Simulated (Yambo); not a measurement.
Yambo run on BaAlSiH (space group P3m1, No. 156). The wavefunctions are norm-conserving PBEsol (Quantum ESPRESSO, 72 Ry, without SOC) ones on a 3×3×2 mesh (9 occupied bands); a = b = 4.2991 Å, c = 5.0620 Å, α = β = 90.00°, γ = 120.00°.

Yambo input:

```
rim_cut
gw0
dyson
el_el_corr
HF_and_locXC
cohsex
em1s
RandQpts= 1000000
RandGvec= 1 Ry
EXXRLvcs= 72 Ry
VXCRLvcs= 288 Ry
Chimod= "HARTREE"
% BndsRnXs
 1 | 151 |
%
NGsBlkXs= 8 Ry
% LongDrXs
 1.0 | 1.0 | 1.0 |
%
ExtendOut
% QPkrange
 2 | 2 | 9 | 10 |
 3 | 3 | 10 | 10 |
%
```

k points by index: 2 = A, 3 = (0, 0.333, 0).

Table of the .qp output:

```
#    K-point    Band    Eo [eV]    E [eV]    E-Eo [eV]    Vxc [eV]    Vnlxc [eV]    Sc|Eo [eV]    Re(Z)    Im(Z)
#
    2    9    0.000000    -2.487718    -2.487718    -10.15314    -11.43953    -1.201335    1.000000    0.000000
    2    10    1.685462    0.023683    -1.661779    -9.460504    -5.368831    -5.753452    1.000000    0.000000
    3    10    1.045579    -0.733176    -1.778755    -9.196596    -5.666230    -5.309122    1.000000    0.000000
```
(The two width columns are left out.) Convergence of these settings isn't established.

Geometry relaxed with PBEsol.

The structure is a Materials Project entry; no match was found in the copy of COD used, and its stability was not checked.
